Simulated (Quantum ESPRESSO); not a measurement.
Kohn-Sham bands of BeRh (CsCl type)

```xyz
2
Lattice="2.7679 0.0000 0.0000 0.0000 2.7679 0.0000 0.0000 0.0000 2.7679" Properties=species:S:1:pos:R:3 pbc="T T T"
Be     0.0000     0.0000     0.0000
Rh     1.3839     1.3839     1.3839
```

Materials Project entry mp-11276; symmetrised, unrelaxed at this level. Not found in the COD (Crystallography Open Database) copy used; not checked further. Method: PBEsol plane waves in Quantum ESPRESSO 7.5 (PseudoDojo norm-conserving files, 71 Ry, no spin polarisation, no spin-orbit coupling), Bloch states on a 10×10×10 mesh through Γ, Wannier90 4.0.1. Density: 16×16×16 mesh, cold smearing 0.01 Ry.

Task: List the Kohn-Sham levels between −8 and 3.0 eV relative to the Fermi level at the high-symmetry points, as a band run of pw.x on that density gives them (levels within 2 meV counted together).

Result: 
```json
[
 {"point": "Γ", "k (reciprocal lattice)": "0.000 0.000 0.000", "levels (eV)": "-4.23 (×2), -0.02 (×3)"},
 {"point": "X", "k (reciprocal lattice)": "0.000 0.500 0.000", "levels (eV)": "-5.95, -3.61, -3.44, -2.07 (×2), 0.18, 2.45"},
 {"point": "M", "k (reciprocal lattice)": "0.500 0.500 0.000", "levels (eV)": "-5.72, -3.36, -1.35 (×2), -0.62 (×2), 1.25"},
 {"point": "R", "k (reciprocal lattice)": "0.500 0.500 0.500", "levels (eV)": "-5.23 (×3), 1.35 (×2)"}
]
```
